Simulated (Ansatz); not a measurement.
Bcc W (110), 2 layers, DFT, LDA, all-electron LAPW, scalar-relativistic (Ansatz 0.2.0), on 1 thread of Intel(R) Xeon(R) Platinum 8259CL CPU @ 2.50GHz (Skylake/Cascade Lake) (shared host).

Command: `ansatz run input.yaml --threads 1 --pin off --max-ram 3584MiB --backend cpu --events-out ev --progress --plain --runs-dir out`

```yaml
crystal:
  lattice:
    - [2.7149357195, 0.0, 0.0]
    - [-0.9049785732, 2.5596659437, 0.0]
    - [0.0, 0.0, 18.2167]
  atoms:
    - { symbol: W, position: [0.25, 0.25, 0.4439742846] }
    - { symbol: W, position: [0.75, 0.75, 0.5560257154] }
kpoints:
  mp_grid: { grid: [14, 14, 1] }
scf:
  occupations: { method: fermi_dirac, width: 0.1 }
hamiltonian:
  xc: lda
  pseudopotentials: { kind: all_electron, lapw: { basis_error: 0.001 } }
output:
  forces: true
  stress: true
  eigenvalues: true
relax:
  f_tol: 0.01
  max_steps: 12
efield:
  axis: 3
  amplitude: 0
  dipole_correction: true
```

**Question.** How large is the problem that the program sets up?

**Answer.** 57 irreducible k-points, 1999 plane waves at Γ, 53 bands.

**Question.** About how long does it take, and how much memory?

**Answer.** 4 min of wall time for 10 SCF iterations over 1 geometries, with a peak of 0.81 GiB. Times on shared machines scatter by tens of per cent.
